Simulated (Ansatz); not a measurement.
HgS (cinnabar type, space group P3_221)

```
HgS
1.0
    4.46674     0.00000     0.00000
   -2.23337     3.86831     0.00000
    0.00000     0.00000     9.75908
Hg S
3 3
Direct
  0.76948   0.00000   0.66667
  0.00000   0.76948   0.33333
  0.23052   0.23052   0.00000
  0.44666   0.00000   0.16667
  0.00000   0.44666   0.83333
  0.55334   0.55334   0.50000
```

The slice is a (0001) plane (indices of the conventional cell) through the point (0.000, 0.769, 0.333) (fractional), spanned by u = [110] and v = [1 -1 0] in vectors of this cell: u (4.47 Å) and v (7.74 Å, at 90° to u). It covers one period; positions are fractions (u, v).

All values below come from PBE (plane waves to 420 eV, PAW, scalar-relativistic; Ansatz, an electronic-structure program). k mesh 9×9×4. Inside the PAW spheres the values are not all-electron values, and peaks at nuclei hang on which shells count as valence. HgS was relaxed with its symmetry unable to fall. Spin-orbit coupling is left out, though Hg is heavy. The PAW data are Ansatz's earlier set. The relaxed volume of HgS is well above the measured one; the method has no dispersion term.

Q: Sketch the electrostatic potential energy of an electron, from the cell's mean on this plane as a map.

A: 
```tsv
v \ u	0.00	0.12	0.25	0.38	0.50	0.62	0.75	0.88
0.93	x	x	0.5	5.6	6.4	5.4	0.3	x
0.86	<-2.0	0.3	4.5	6.2	6.5	6.1	4.6	0.4
0.79	5.1	5.4	5.9	6.3	6.6	6.6	6.3	5.6
0.71	6.5	6.3	6.0	5.4	5.2	5.7	6.2	6.4
0.64	6.6	6.3	4.5	0.3	<-2.0	0.3	4.4	6.0
0.57	6.5	5.7	0.5	x	x	x	0.4	5.5
0.50	6.4	5.2	<-2.0	x	x	x	<-2.0	5.3
0.43	6.4	5.4	0.3	x	x	x	0.5	5.6
0.36	6.5	6.1	4.6	0.4	<-2.0	0.3	4.5	6.2
0.29	6.6	6.6	6.3	5.6	5.1	5.4	5.9	6.3
0.21	5.2	5.7	6.2	6.4	6.5	6.3	6.0	5.4
0.14	<-2.0	0.3	4.4	6.0	6.6	6.3	4.5	0.3
0.07	x	x	0.4	5.5	6.5	5.7	0.5	x
0.00	x	x	<-2.0	5.3	6.4	5.2	<-2.0	x
```

Values: electrostatic potential energy of an electron, from the cell's mean, in eV. Points within 1 Å of a nucleus are blanked (x), as the pseudised field means little there. Values under -2 eV are set to -2. The zero, the cell's mean, hangs on the PAW cores.
